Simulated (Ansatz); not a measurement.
An Ansatz input:

```yaml
crystal:
  lattice:
    - [-1.5278890429, 1.5278890429, 1.5278890429]
    - [1.5278890429, -1.5278890429, 1.5278890429]
    - [1.5278890429, 1.5278890429, -1.5278890429]
  atoms:
    - { symbol: Pd, position: [0.0, 0.0, 0.0], spin: 0.5 }
hamiltonian:
  xc: lda
  pseudopotentials:
    kind: paw
    azcp:
      Pd: "pseudopotentials/Pd.paw.azcp"
basis:
  ecutwfc: 420
  fft_grid_basis: typed
kpoints:
  mp_grid: { grid: [24, 24, 24], shift: [0, 0, 0] }
magnetization:
  spin_polarized: true
scf:
  occupations: { method: fermi_dirac, width: 0.05 }
```

Output

```
Warning: the record states the generating functional pbe (its physics header spells it `PBE`), which answers neither for hamiltonian.xc's functional nor for the lda family's — results may be inconsistent (PPs are generated against a specific XC)
Engine: ansatz 0.2.0, x86_64-unknown-linux-gnu
Pseudopotentials: kind: paw
Pseudopotential: Pd, paw, valence charge 18, recommended cutoff 420 eV (normal) 
Functional definition: SPW92
  exchange = slater_x
  correlation = pw_c
Crystal: 1 atoms, lattice volume = 14.267 Å³
Basis set: ecut = 420 eV, 321 PW (Γ)
Bands: 14, of which v1, the nominal top of the filled ones, is band 9 counted from 1 (8 counted from 0)
Symmetry: 48 space group operations
Space group: Im-3m (ITA 229), of the structure as read, at distance tolerance 2.4e-5 Å
Magnetic group: BNS 229.140 (UNI 1642), of the structure as read, at distance tolerance 2.4e-5 Å
k-points: 413 of 13824
Non-local potential: Pd, projectors of the file, l = 0: 2, l = 1: 2, l = 2: 2, l = 3: 1
PAW form: soft (Blöchl's): semilocal exchange-correlation on the pseudo side does not see the compensation charge
PAW frozen core: Pd, regenerated for the run's functional, and the local potential with it (the file was generated under x = pbe(κ = 0.804, μ = 0.2195149727645171), c = pbe(β = 0.06672455060314922))
PAW one-centre angular grid: Pd, 590 points (default); XC on 64 Gauss nodes
Initial density: superposition of atomic densities (chi_scale 0.1, normalization cell)
Starting moments: Σ|m| = 0.5 μB on 1 of 1 site
Initial wavefunctions: pseudopotential atomic-orbital guess
Functional: x = slater, c = lda
SCF iter   1: F=—  HF=-6845.689019 eV  |F-HF|=—  |Δ(HF+E_count)|=         —  Δρ=1.06e-1 (↑1.06e-1 ↓6.95e-2)  dr2=4.03e0  dr2_m=7.65e-2  M=0.172 μB ∫|m|=0.177 μB  β_m=0.30  ethr=3.10e-3  ⟨swp⟩=5.3  Hψ=60451  notcnv=0
SCF iter   2: F=—  HF=-6844.588897 eV  |F-HF|=—  |Δ(HF+E_count)|=    1.10e0  Δρ=3.39e-2 (↑3.39e-2 ↓2.80e-2)  dr2=1.94e-1  dr2_m=4.40e-2  M=0.148 μB ∫|m|=0.155 μB  β_m=0.30  ethr=3.10e-3  ⟨swp⟩=2.8  Hψ=27858  notcnv=0  defer=467
SCF iter   3: F=—  HF=-6844.539241 eV  |F-HF|=—  |Δ(HF+E_count)|=   4.97e-2  Δρ=2.23e-2 (↑1.81e-2 ↓2.23e-2)  dr2=3.63e-2  dr2_m=2.73e-2  M=0.127 μB ∫|m|=0.133 μB  β_m=0.30  ethr=1.08e-3  ⟨swp⟩=2.0  Hψ=16957  notcnv=0  defer=475
SCF iter   4: F=—  HF=-6844.523448 eV  |F-HF|=—  |Δ(HF+E_count)|=   1.58e-2  Δρ=1.20e-2 (↑1.20e-2 ↓1.13e-2)  dr2=1.05e-4  dr2_m=1.76e-2  M=0.107 μB ∫|m|=0.113 μB  β_m=0.30  ethr=2.01e-4  ⟨swp⟩=2.2  Hψ=21131  notcnv=0  defer=475
SCF iter   5: F=—  HF=-6844.525599 eV  |F-HF|=—  |Δ(HF+E_count)|=   2.15e-3  Δρ=9.50e-3 (↑9.44e-3 ↓9.50e-3)  dr2=8.11e-6  dr2_m=1.17e-2  M=0.090 μB ∫|m|=0.095 μB  β_m=0.30  ethr=5.85e-7  ⟨swp⟩=2.0  Hψ=15090  notcnv=0  defer=475
SCF iter   6: F=—  HF=-6844.527044 eV  |F-HF|=—  |Δ(HF+E_count)|=   1.45e-3  Δρ=7.78e-3 (↑7.75e-3 ↓7.78e-3)  dr2=3.38e-7  dr2_m=7.88e-3  M=0.076 μB ∫|m|=0.081 μB  β_m=0.30  ethr=4.51e-8  ⟨swp⟩=2.0  Hψ=18909  notcnv=0  defer=475
SCF iter   7: F=—  HF=-6844.528017 eV  |F-HF|=—  |Δ(HF+E_count)|=   9.73e-4  Δρ=6.40e-3 (↑6.40e-3 ↓6.40e-3)  dr2=6.13e-8  dr2_m=5.36e-3  M=0.064 μB ∫|m|=0.068 μB  β_m=0.30  ethr=5.56e-10  ⟨swp⟩=3.0  Hψ=28783  notcnv=0
Mixer restart at iter 7: flushing history
spin-set hold released at iteration 7 (site moments contracting): the magnetisation degrees of freedom join the quasi-Newton model from the next iteration; the mixer history was flushed
SCF iter   8: F=—  HF=-6844.528684 eV  |F-HF|=—  |Δ(HF+E_count)|=   6.66e-4  Δρ=5.30e-3 (↑5.30e-3 ↓5.29e-3)  dr2=7.78e-8  dr2_m=3.67e-3  M=0.054 μB ∫|m|=0.058 μB  β_m=0.45  ethr=3.41e-10  ⟨swp⟩=3.0  Hψ=29566  notcnv=0
SCF iter   9: F=—  HF=-6844.530043 eV  |F-HF|=—  |Δ(HF+E_count)|=   1.36e-3  Δρ=1.77e-3 (↑1.77e-3 ↓1.76e-3)  dr2=8.29e-10  dr2_m=4.08e-4  M=0.019 μB ∫|m|=0.021 μB  β_m=0.82  ethr=3.41e-10  ⟨swp⟩=4.0  Hψ=33767  notcnv=0
SCF iter  10: F=—  HF=-6844.530232 eV  |F-HF|=—  |Δ(HF+E_count)|=   1.89e-4  Δρ=1.18e-4 (↑1.03e-4 ↓1.18e-4)  dr2=7.72e-9  dr2_m=1.60e-6  M=0.001 μB ∫|m|=0.001 μB  β_m=0.91  ethr=4.61e-12  ⟨swp⟩=5.0  Hψ=39657  notcnv=0
SCF iter  11: F=—  HF=-6844.530233 eV  |F-HF|=—  |Δ(HF+E_count)|=   1.14e-6  Δρ=8.79e-6 (↑5.30e-6 ↓8.79e-6)  dr2=1.26e-8  dr2_m=2.58e-9  M=-0.000 μB ∫|m|=0.000 μB  β_m=0.86  ethr=4.61e-12  ⟨swp⟩=3.9  Hψ=32088  notcnv=0
SCF iter  12: F=—  HF=-6844.530233 eV  |F-HF|=—  |Δ(HF+E_count)|=   5.75e-9  Δρ=7.30e-6 (↑7.00e-6 ↓7.30e-6)  dr2=2.53e-8  dr2_m=6.17e-11  M=-0.000 μB ∫|m|=0.000 μB  β_m=0.62  ethr=4.61e-12  ⟨swp⟩=3.0  Hψ=29815  notcnv=0
SCF iter  13: F=—  HF=-6844.530233 eV  |F-HF|=—  |Δ(HF+E_count)|=   7.34e-9  Δρ=1.65e-6 (↑1.36e-6 ↓1.65e-6)  dr2=1.02e-9  dr2_m=3.23e-11  M=-0.000 μB ∫|m|=0.000 μB  β_m=0.81  ethr=4.61e-12  ⟨swp⟩=3.0  Hψ=26214  notcnv=0
SCF iter  14: F=-6844.530233 eV  HF=-6844.530233 eV  |F-HF|=1.46e-11  |Δ(HF+E_count)|=  2.55e-10  Δρ=2.34e-7 (↑1.84e-7 ↓2.34e-7)  dr2=1.75e-11  dr2_m=1.18e-12  M=-0.000 μB ∫|m|=0.000 μB  ethr=4.61e-12  ⟨swp⟩=2.0  Hψ=22334  notcnv=0
SCF 1 converged in 14 iterations: F = -6844.530233 eV  dr2 = 1.75e-11
WARN: the starting moments were not kept: the SCF closed with an absolute magnetisation of 7.4e-7 μB, where they sum to 0.5 μB in size (1 site). That is at most 0.1 of that sum. Measured as dr2_m measures the in/out step, that magnetisation stands 1.2e-13 eV from none, at or under the dr2_threshold of 1.0e-7 eV: it is no larger than a step whose dr2_m would equal this threshold. The system may hold no moment; this SCF shows only that its start led to no more than that. To try another start: raise the starting moments (crystal.atoms[].spin, magnetization.per_species, magnetization.initial_magnetization, or on a non-collinear deck that types none of these the spinor_matrix: blocks that start its atoms; where the total moment is fixed, keep their sum and leave initial_magnetization as it is; typed ones take the place of any that the run laid by itself, positive ones on a crystal's lanthanoids without a Hubbard term where scf.initial_density.shell_occupations: [] is typed) or, if the notice of its spin-set hold's release reads "site moments contracting" or "site moments show no strong build", lengthen the hold (scf.mixing.spin_hold: { on: { confirm: 4 } }; for m-r²SCAN on two components see the key's manual first). Each may lead to a state that holds a moment. A second SCF, from the converged charge density, with the starting moments and any scf.initial_density.shell_occupations laid on it anew, would have followed, and was not run: the deck does not ask for one (magnetization.retry_lost_moments is false, the default). To let it run, set magnetization.retry_lost_moments: true and run the deck again, where that key's refused combinations let it; where memory then withholds it, that run's warning says so.
SCF converged after 14 iterations
Magnetization: -0.0000 μB (9.0000 up, 9.0000 down)
Absolute magnetization: 0.0000 μB (∫|ρ↑−ρ↓|, with the PAW one-centre terms)
Spin contamination: 0.0000 ħ² per cell (⟨S²⟩ above its minimum at these occupations)
Per-site moments (μB) at R_I (Å): [(-5.011314024825637e-7, 1.0916323483851158)]
Free energy (F): -6844.530233 eV
Harris-Foulkes:  -6844.530233 eV  (|F-HF|=1.46e-11)
Internal energy: -6844.520206 eV  (E = F + TS)
E sigma→0 (E₀):  -6844.525220 eV
Entropy (-TS):   -0.010027 eV (-10.027 meV/atom)
Fermi energy:    20.351723 eV
--- Per-component energies (eV) ---
  E_band       = -127.571922
  E_kinetic    = 514.542870
  E_local      = -1705.994381  (includes V_loc(G=0)·N_el)
  E_nonlocal   = 222.971396
  E_hartree    = 692.410340
  E_xc         = -168.098485
  E_vxc        = -211.880203  (∫ρ·V_xc dr)
  E_paw        = -3622.887808  (= ΣΔE_a)
  E_vpaw       = -332.032245  (= ΣTr[D̂ρ^β])
  E_aug_tail   = 0.000183  (compensation charges beyond the density's cutoff)
  E_ewald      = -2778.145056
  E_core_change = 0.680734  (= ΣΔE_core)
  E_smearing   = -0.010027  (= −TS)
  E_closure    = 0.000000  (closes the sum)
  Σ components = -6844.530233   (vs F -6844.530233, Δ=0.00e0)
```
